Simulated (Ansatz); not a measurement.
CrFeTeO6, one structure, two calculations

Cell: a Materials Project structure (computed, not necessarily an observed phase).

```
Cr Fe Te O
1.0
     4.57635    0.00000    0.00000
     0.00000    4.57635    0.00000
     0.00000    0.00000    9.12641
Cr Fe Te O
2 2 2 12
Direct
  0.50000 0.50000 0.16548
  0.00000 0.00000 0.66548
  0.50000 0.50000 0.83365
  0.00000 0.00000 0.33365
  0.50000 0.50000 0.49990
  0.00000 0.00000 0.99990
  0.19623 0.80376 0.49781
  0.80376 0.19623 0.49781
  0.30377 0.30377 0.99781
  0.69624 0.69624 0.99781
  0.18983 0.81017 0.16648
  0.81017 0.18983 0.16648
  0.31017 0.31017 0.66648
  0.68983 0.68983 0.66648
  0.80343 0.19657 0.83619
  0.19657 0.80343 0.83619
  0.69657 0.69657 0.33619
  0.30343 0.30343 0.33619
```

Atoms are numbered from 1 in the order listed; like atoms form one site, named after its first atom.

First run. Computed with Ansatz: DFT, PBE, plane waves and PAW, scalar-relativistic, collinear spin, 420 eV cutoff, Γ-centred 5×5×3 k-points, Fermi–Dirac smearing 0.02 eV. Start moments as typed (μB): -3 3 -5 5 0 0 0 0 0 0 0 0 0 0 0 0 0 0 by atom. The program fits them to the shells of the files, so those used differ somewhat.

| site | atom | V_zz (10²¹ V/m²) | η | m (μB) |
| --- | --- | --- | --- | --- |
| Cr | 1 | 1.45 | 0.36 | -2.24 |
| Fe | 3 | 2.74 | 0.05 | -3.58 |
| Te | 5 | -2.20 | 0.48 | 0.01 |
| O7 | 7 | 11.37 | 0.81 | 0.08 |
| O11 | 11 | 10.30 | 0.93 | 0.08 |
| O15 | 15 | 10.73 | 0.99 | -0.09 |

Second run. The same atoms and settings, except that a Hubbard term is added (U = 2.5 eV on Cr d, U = 5.0 eV on Fe d).

(1) What does the second run give?

Results:

(1) 

```tsv
site	atom	V_zz	η	change of V_zz	m (μB)
Cr	1	1.03	0.13	-0.42	-2.40
Fe	3	2.69	0.52	-0.05	-3.93
Te	5	-2.51	0.31	-0.31	0.01
O7	7	11.66	0.81	+0.29	0.07
O11	11	11.20	0.93	+0.90	0.07
O15	15	11.50	0.97	+0.77	-0.08
```

The largest change of V_zz is on O11, from 10.30 to 11.20. In per cent, |V_zz| changes by -29 on Cr, -2 on Fe, +14 on Te, +3 to +9 on O (all sites that start above 0.5). Where |V_zz| stays above 0.1, η moves most on Fe, from 0.05 to 0.52. The absolute magnetisation of the cell goes from 14.5 to 15.5 μB. Isomer shifts (Fe against α-Fe, from the density at the nucleus and a line fitted to measured compounds for each functional; the lines scatter by about 0.1 mm/s, so smaller changes between functionals mean little): Fe 0.50 → 0.27 mm/s.

The largest force is 1.3 eV/Å, so the atoms aren't at the calculated equilibrium and relaxing them would move these values. Without spin–orbit coupling the gradients at and beside Te can be off by some per cent, at some sites by more. With these PAW files V_zz is typically within 2 to 3 % of all-electron values, but misses above 10 % occur on Fe. The magnetic order is the one that the run reached from its start moments, not necessarily the measured one.
For the first run: At this cell the PBE pressure is 6 GPa, so with PBE the cell would grow if it were relaxed. The entry's cell may itself be off. With a gap of 0.2 eV on this mesh, the gradients can still move by some per cent as the k-mesh gets denser.
For the second run: At this cell the PBE+U pressure is 7 GPa, so with PBE+U the cell would grow if it were relaxed. The entry's cell may itself be off.
